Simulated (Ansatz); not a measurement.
WSe2:
```
CELL_PARAMETERS angstrom
      0.00000     3.10042     3.10042
      3.10042     0.00000     3.10042
      3.10042     3.10042     0.00000
ATOMIC_POSITIONS crystal
  W  0.00000 0.00000 0.00000
  Se 0.25000 0.25000 0.25000
  Se 0.75000 0.75000 0.75000
```

Relaxed with PBE. Special points in fractions of this cell's reciprocal vectors: Γ (0.000, 0.000, 0.000); X (0.500, 0.000, 0.500); U (0.625, 0.250, 0.625); K (0.375, 0.375, 0.750); L (0.500, 0.500, 0.500); W (0.500, 0.250, 0.750).

Task: List the band energies nearest the Fermi level at these points for plane-wave PAW PBE (Ansatz code).

Result: In eV from the Fermi level; about four levels below and three above (degenerate sets whole), none deeper than 8.9 eV; points with the same levels are listed once.

```csv
k,below,above
Γ,-0.81 -0.81 -0.47 -0.47 -0.47,4.09 4.32 4.32 4.32
X,-5.12 -5.12 -2.30 -2.30 -1.17,0.10 1.23 1.61
U,-4.84 -3.00 -2.17 -0.32,0.23 0.34 1.75
L,-3.00 -3.00 -0.37 -0.37,1.51 4.14 4.14
W,-3.68 -3.68 -2.22 -0.24,0.40 0.83 1.95 1.95
```

Space group Fm-3m (fluorite or antifluorite type). A made-up cell: these elements were put on the sites of a structure type; neither database checked (COD, Materials Project) lists it. It is not the phase usual at ambient conditions (space group No. 194). The PBE relaxation kept the symmetry of its start; whether a distortion lowers the energy is not shown. The run is not spin-polarised. Spin–orbit coupling is left out wherever it is not named.

Potentials: the later of the program's two PAW sets.
